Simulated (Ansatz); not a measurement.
ZnGeP2:
```
CELL_PARAMETERS angstrom
     -2.68694     2.68694     5.31298
      2.68694    -2.68694     5.31298
      2.68694     2.68694    -5.31298
ATOMIC_POSITIONS crystal
  Ge 0.50000 0.50000 0.00000
  Ge 0.25000 0.75000 0.50000
  Zn 0.00000 0.00000 0.00000
  Zn 0.75000 0.25000 0.50000
  P  0.37500 0.37537 0.50037
  P  0.62463 0.12500 0.99963
  P  0.87500 0.87463 0.49963
  P  0.12537 0.62500 0.00037
```

Tensor components refer to the Cartesian frame of this cell.

### Question
Give the proper piezoelectric stress tensor with relaxed ions from LDA (plane waves, PAW; program Ansatz).

### Answer
In C/m², rows x, y, z, Voigt columns; mesh uncertainty up to 0.00.
```
 0.00   0.00   0.00  -0.03   0.00   0.00
 0.00   0.00   0.00   0.00  -0.03   0.00
 0.00   0.00   0.00   0.00   0.00  -0.07
```

The elastic tensor of the same run (GPa):

```
      1     2     3     4     5     6
-  ----  ----  ----  ----  ----  ----
1   139  63.3  64.1   0.0   0.0   0.0
2  63.3   139  64.1   0.0   0.0   0.0
3  64.1  64.1   139   0.0   0.0   0.0
4   0.0   0.0   0.0  69.9   0.0   0.0
5   0.0   0.0   0.0   0.0  69.9   0.0
6   0.0   0.0   0.0   0.0   0.0  69.7
```

### Question
Convert to strain constants d = e·S.

### Answer
In pC/N:
```
 0.0   0.0   0.0  -0.4   0.0   0.0
 0.0   0.0   0.0   0.0  -0.4   0.0
 0.0   0.0   0.0   0.0   0.0  -1.0
```

Space group I-42d (chalcopyrite). The cell was relaxed with LDA under the symmetry of its start. Signs of piezoelectric constants follow the polarity of the cell as given.

Potentials: the later of the program's two PAW sets.
